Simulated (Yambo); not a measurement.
Yambo run on PbF2 (fluorite, space group Fm-3m, No. 225). The wavefunctions are PBE (stringent potentials; pw.x of Quantum ESPRESSO, ONCV potentials, without SOC) ones on a 4×4×4 mesh (18 occupied bands); a = b = c = 4.167 Å, α = β = γ = 60.00°.

Yambo input:

```
rim_cut
gw0
dyson
el_el_corr
HF_and_locXC
ppa
em1d
RandQpts= 1000000
RandGvec= 1 Ry
EXXRLvcs= 88 Ry
VXCRLvcs= 352 Ry
Chimod= "HARTREE"
% BndsRnXp
 5 | 231 |
%
NGsBlkXp= 15 Ry
% LongDrXp
 1.0 | 1.0 | 1.0 |
%
PPAPntXp= 27.2114 eV
% GbndRnge
 1 | 231 |
%
GTermKind= "none"
DysSolver= "n"
ExtendOut
% QPkrange
 7 | 7 | 18 | 19 |
 8 | 8 | 18 | 18 |
%
```

k points by index: 7 = X, 8 = W.

The o-*.qp file then holds:

```
#    K-point    Band    Eo [eV]    E [eV]    E-Eo [eV]    Vxc [eV]    Vnlxc [eV]    Sc|Eo [eV]    Sc|E [eV]    dSc/dw|Eo [eV]    Re(Z)    Im(Z)
#
    7    18    -0.147334    -1.327595    -1.180261    -20.02585    -24.49096    3.001635    3.284854    -6.529195    0.806487    -0.001113
    7    19    4.440624    5.130067    0.689443    -11.25536    -7.256937    -3.196917    -3.308981    -4.422581    0.860194    -0.806112E-3
    8    18    0.000000    -1.126683    -1.126683    -20.64046    -25.19389    3.150902    3.426748    -6.661598    0.803334    -0.001123
```
(The two width columns are left out.) Convergence of these settings isn't established.

Geometry relaxed with PBEsol.
